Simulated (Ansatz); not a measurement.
Suppose Al5Cl2 takes space group P6/mmm (No. 191), with Al on 1a, 1b and 3g; Cl on 2c.

Computed with Ansatz 0.2.0, DFT PBE, scalar-relativistic, plane waves, PAW. Cutoff 420 eV, Γ-centred mesh, Gaussian smearing, no spin polarisation.

The zero of energy is the elements' standard structures at the same level (Cl₂ as a molecule); no fitted shifts are applied.

Question: Which cell and coordinates does it relax to?

Answer:

Space group P6/mmm (No. 191). a = 5.543 Å, b = 5.543 Å, c = 5.345 Å, α = 90.00°, β = 90.00°, γ = 120.00°
```
atom  site  symmetry       x       y       z
  Al    1a     6/mmm  0.0000  0.0000  0.0000
  Al    1b     6/mmm  0.0000  0.0000  0.5000
  Al    3g       mmm  0.5000  0.0000  0.5000
  Cl    2c      -6m2  0.3333  0.6667  0.0000
```

Al on a site of symmetry 6/mmm has 2 Al at 2.67 Å and 6 Cl at 3.20 Å; Al on a second site of symmetry 6/mmm is surrounded by 8 Al at 2.67–2.77 Å; Al on a site of symmetry mmm is surrounded by 6 Al at 2.77 Å and 4 Cl at 3.11 Å; Cl is surrounded by 9 Al at 3.11–3.20 Å and 3 Cl at 3.20 Å. Another local minimum with the same sites may exist.

Question: And its energy and gap?

Answer: The energy over the elements is −0.10 eV/atom and the gap on the 12×12×8 mesh of the 7-atom cell is 0 eV (a metal). It lies below the elements, which doesn't yet make it stable against other compounds or structures.

The last run used Gaussian smearing of 0.10 eV. An odd number of electrons in the primitive cell allows no gap without spin; a larger cell or a magnetic state could open one. Symmetry constrained the relaxation, so the result can be a saddle point.
